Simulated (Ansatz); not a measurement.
A geometry of TiO$_{2}$ away from equilibrium: the start of the relaxation of a generated cell, TiO2 placed in the rutile structure type. All values below come from PBE (plane waves to 420 eV, PAW, scalar-relativistic; Ansatz, a first-principles code). Γ-centred k-mesh 5×5×8 on the run's cell (coarser than for final values), Fermi–Dirac smearing 0.05 eV.

```xyz
6
Lattice="4.5922 0.0000 0.0000 0.0000 4.5922 0.0000 0.0000 0.0000 2.9574" Properties=species:S:1:pos:R:3:forces:R:3 pbc="T T T" free_energy=-7277.294 pressure_GPa=5.4
Ti     0.0000     0.0000     0.0000    0.0000    0.0000    0.0000
Ti     2.2961     2.2961     1.4787    0.0000    0.0000    0.0000
O      1.4004     1.4004     0.0000   -0.0711   -0.0711    0.0000
O      3.6965     0.8957     1.4787   -0.0711    0.0711    0.0000
O      0.8957     3.6965     1.4787    0.0711   -0.0711    0.0000
O      3.1918     3.1918     0.0000    0.0711    0.0711    0.0000
```

Positions in Å, forces in eV/Å, free energy of the cell in eV (comparable only within this code, potentials and settings). Largest force: 0.10 eV/Å, on O3, O4, O5, O6 (atoms numbered as listed); the geometry lies under 0.01 eV/atom above the end of its relaxation.

No spin polarisation in the result.

The run could not lose the symmetry of its start.
